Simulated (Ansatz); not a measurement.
Na:
```xyz
1
Lattice="0.0000 2.5548 2.5548 2.5548 0.0000 2.5548 2.5548 2.5548 0.0000" Properties=species:S:1:pos:R:3 pbc="T T T"
Na     0.0000     0.0000     0.0000
```

Relaxed with LDA. Special points in fractions of this cell's reciprocal vectors: Γ (0.000, 0.000, 0.000); X (0.500, 0.000, 0.500); U (0.625, 0.250, 0.625); K (0.375, 0.375, 0.750); L (0.500, 0.500, 0.500); W (0.500, 0.250, 0.750).

Task: List the band energies nearest the Fermi level at these points for the program Ansatz at the LDA level (PAW).

Result: In eV from the Fermi level; about four levels below and three above (degenerate sets whole), none deeper than 8.9 eV; … stands for higher levels left out; points with the same levels are listed once.

```
k  below           above
-  -----  --------------
Γ  -3.50               …
X      –  1.90 2.47 6.60
U      –  2.53 2.57 3.59
L      –     0.60 1.04 …
W      –  3.17 3.17 3.28
```

Space group Fm-3m (fcc (Cu type)). This is a known high-pressure phase of the composition, computed here at zero pressure and temperature. The LDA relaxation kept the symmetry of its start; its stability against distortions is not shown here.

Potentials: the later of the program's two PAW sets.
